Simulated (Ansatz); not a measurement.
Given:

MgO₂:
```
MgO2
1.0
    4.84108     0.00000     0.00000
    0.00000     4.84108     0.00000
    0.00000     0.00000     4.84108
Mg O
4 8
Direct
  0.00000   0.50000   0.50000
  0.50000   0.50000   0.00000
  0.50000   0.00000   0.50000
  0.00000   0.00000   0.00000
  0.41163   0.08837   0.91163
  0.58837   0.91163   0.08837
  0.08837   0.91163   0.41163
  0.91163   0.08837   0.58837
  0.91163   0.41163   0.08837
  0.08837   0.58837   0.91163
  0.58837   0.58837   0.58837
  0.41163   0.41163   0.41163
```

This is the PBEsol-relaxed structure.

Question: All from PBEsol in the plane-wave PAW code Ansatz, unless another level is named. Give the formation energy from the elements (no fitted shifts).

Answer: -1713 meV/atom.

Question: What about the HSE06 gap on the PBEsol cell?

Answer: 6.38 eV.

Question: Predict the electron effective mass.

Answer: 0.85, 4.7, 4.7 mₑ (principal values).

Question: Give the hole effective mass, band 1 of 2 at the edge.

Answer: 25 along [100], 6.5 along [110], 3.7 along [111] (mₑ).

Question: Predict the valence-band maximum.

Answer: at Γ.

Space group Pa-3. The first step of the workflow began from a Materials Project structure, measured or hypothetical; the Crystallography Open Database copy checked does not list it. Its standing as an ambient phase is unchecked. Symmetry was held in the PBEsol relaxation; its stability against distortions is not shown here. The references are the lowest solids computed at this level, not always the standard phases (solids in place of the gases).

Potentials: the later of the program's two PAW sets.
